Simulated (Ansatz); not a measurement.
KTaO$_{3}$ (cubic perovskite, Pm-3m), plane-wave PAW LDA (Ansatz code), all energies at zero smearing, with the estimated change up to a 700 eV cutoff added, with one set of potentials and settings (totals compare only within such a set). Cell of 5 atoms (1 K, 1 Ta, 3 O): -12851.838 eV.

| element | reference phase | E (eV/atom) |
|---|---|---|
| K | R-3m, 3 atoms in the cell | -1496.2513 |
| Ta | Im-3m, 1 atoms in the cell | -9683.3646 |
| O | C2/m, 4 atoms in the cell, spin-polarised | -552.6597 |

Formation energy per atom, worked out: (-12851.838 − 1×(-1496.2513) − 1×(-9683.3646) − 3×(-552.6597))/5 = -2.849 eV/atom (-275 kJ per mol of atoms), at 0 K, without zero-point energy or fitted corrections.

The cell was relaxed with LDA under the symmetry of its start. The run is not spin-polarised. The references are the lowest solids computed at this level, not always the standard phases (solids in place of the gases). Spin–orbit coupling is left out wherever it is not named.

Potentials: the earlier of the program's two PAW sets. The files were generated under PBE; for other functionals the program regenerates the frozen cores, and for LDA and PBEsol the local potential too.
